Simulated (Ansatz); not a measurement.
## Conduction electrons in MnAu (Pm-3m)

```yaml
crystal:
  lattice:
    - [3.15615, 0.00000, 0.00000]
    - [0.00000, 3.15615, 0.00000]
    - [0.00000, 0.00000, 3.15615]
  atoms:
    - { symbol: Mn, position: [0.50000, 0.50000, 0.50000] }
    - { symbol: Au, position: [0.00000, 0.00000, 0.00000] }
```

Starting moments along z (μB): Mn1 +3.8, Au2 +0.

Computed, not measured; unless marked otherwise by PBEsol, all-electron LAPW in Ansatz 0.2.0, scalar-relativistic, spin-polarised. k mesh 12×12×12, fine mesh 16×16×16, Fermi-Dirac smearing of 0.100 eV, basis error target 1 meV/atom. The cell was relaxed by PAW under this functional, which moved its volume by -5 % from the database entry's. The structure is one entry of a database and needn't be the stable phase.

Levels and slopes are solved on a 16×16×16 mesh, and each state is taken as quadratic over its cell.

The cell carries a moment of 4.02 μB.

What is the density of states at the Fermi level, and which bare Sommerfeld coefficient follows?

N(E_F) = 0.618 states/eV/atom (both spins), so γ = (π²/3) k_B² N(E_F) = 1.46 mJ/(mol-atom K²) without electron-phonon or spin-fluctuation enhancement.

What Drude plasma energy and σ/τ do the band velocities give?

(ħω_p,α)² = (e²/ε₀VN_k) Σ_nkσ (∂E/∂k_α)² δ(E − E_F) gives ħω_p = (7.05, 7.05, 7.05) eV along x, y, z, and σ/τ = ε₀ω_p² = 10.2×10²⁰ Ω⁻¹m⁻¹s⁻¹ along x. Weighted by the density of states, the mean Fermi speed is 0.604×10⁶ m/s; the surface has an area of 19.4 Å⁻² (mean of the two spins).

Which bands cross the Fermi level, and what do they carry?

```tsv
band	spin	filled part	N (states/eV/cell)	speed (10⁶ m/s)	5th to 95th percentile	area (Å⁻²)	filling
1	up	0.82	0.125	1	0.79 to 1.17	6.5	partly filled
2	up	0.20	0.195	1.18	0.83 to 1.44	11.9	partly filled
1	down	0.74	0.347	0.545	0.27 to 0.80	9.83	partly filled
2	down	0.24	0.57	0.356	0.19 to 0.57	10.5	partly filled
```

Map the plane k₃ = 1/2 of the mesh for up spins: how many bands lie under the Fermi level at each point, counted from the least on the plane?

k₁ runs to the right and k₂ upwards, each from −½ to ½ with 0 in the middle (the axes needn't be at right angles):
```
0000000222000000
0000001222100000
0000002222200000
0000012222210000
0000122222221000
0012222222222210
2222222222222222
2222222222222222
2222222222222222
0012222222222210
0000122222221000
0000012222210000
0000002222200000
0000001222100000
0000000222000000
0000000222000000
```

On PAW files the program sums the optical response inside the mesh cells, interband lines and its own Drude term. Where does ε₁ rise through zero (a sharp plasmon if ε₂ is small there), and how much light is reflected?

```
Fine mesh                         : 16, 16, 16
Window top                        : 25 eV
Line width                        : 0.15 eV
Drude damping                     : 0.2 eV
ε₁ rises through zero at x        : 2.69, 9.99 eV
ε₂ there x                        : 8.11, 2.21
Plasma energy (x, y, z)           : 7.156, 7.156, 7.156 eV
Reflectivity at 1 eV, x-polarised : 0.8963
Reflectivity at 2 eV, x-polarised : 0.5274
Reflectivity at 3 eV, x-polarised : 0.3516
```

The plasma energy here is the program's own sum at the run's smearing; it differs from the value above by up to 2 %, through mesh and smearing.

What does PAW give for the same cell?

N(E_F) = 0.619 states/eV/atom and ħω_p,x = 7.05 eV.

Limits of these numbers: a lower magnetic state may exist; no spin-orbit coupling on heavy atoms; filled d bands lie too high at this level, so their transitions start too early; these sums move with the mesh, by several per cent and more for small sheets; frozen-core PAW files fitted under PBE, their cores solved anew for the functional of the run.
